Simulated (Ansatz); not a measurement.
Data sheet: SiGe (DFT)

SiGe:
```
SiGe
1.0
    3.92278     0.00000     0.00000
    0.00000     3.92762     0.00000
    0.00000     0.00000     5.54235
Si Ge
2 2
Direct
  0.75000   0.00000   0.87996
  0.25000   0.00000   0.12004
  0.25000   0.50000   0.36945
  0.75000   0.50000   0.63055
```

Space group Pmma (No. 51); conventional cell a = 3.9228 Å, b = 3.9276 Å, c = 5.5424 Å, α = 90.00°, β = 90.00°, γ = 90.00°.

Method: plane-wave PAW r²SCAN (Ansatz code). Geometry: relaxed at this level of theory. Other levels are named where they apply.

### Cell and energy

* **Volume per atom**: 21.35 Å³
* **Density**: 3.92 g/cm³
* **Formation energy from the elements (no fitted shifts)**: 0.010 eV/atom

### Electronic structure

* **Band gap**: 0.58 eV (indirect)
* **Valence-band maximum**: at Γ
* **Conduction-band minimum**: on the S–Y line, 5 % of the way from S (k = 0.474, -0.500, 0.000 in fractions of the reciprocal vectors) (2 equivalent valleys)
* **Smallest direct gap on the standard path**: 0.80 eV
* **Electron effective mass**: 0.30, 0.42, 0.68 mₑ (principal values)
* **Electron effective mass with spin–orbit coupling**: 0.30, 0.42, 0.68 mₑ (principal values)
* **Hole effective mass**: 0.067, 0.23, 1.9 mₑ (principal values)
* **Hole effective mass with spin–orbit coupling**: 0.082, 0.21, 0.32 mₑ (principal values)
* **HSE06 gap on the r²SCAN cell**: 0.92 eV
* **Gap with spin–orbit coupling**: 0.54 eV

### Mechanics

- Bulk modulus (Birch–Murnaghan fit): 84.6 GPa
- Pressure derivative B′: 4.5
- Elastic constants (relaxed ions, GPa): C11 = 177, C22 = 178, C33 = 147, C12 = 24.7, C13 = 52.4, C23 = 53.3, C44 = 75.4, C55 = 75.5, C66 = 47.8
- Mechanical stability: stable (all eigenvalues of C positive)
- Hill bulk and shear moduli: 84.8 and 63.0 GPa
- Young's modulus: 151 GPa
- Poisson's ratio: 0.20
- Debye temperature from the elastic constants: 475 K

### Charges

- Bader charges: Si +0.19, Ge -0.19 e

The start of the workflow was typed in or built on a structure type; neither database checked (COD, Materials Project) lists it. Whether it is the stable phase at ambient conditions was not checked. The r²SCAN relaxation kept the symmetry of its start; whether a distortion lowers the energy is not shown. The references are the lowest solids computed at this level, not always the standard phases. Spin–orbit coupling is left out wherever it is not named.

Potentials: the earlier of the program's two PAW sets.
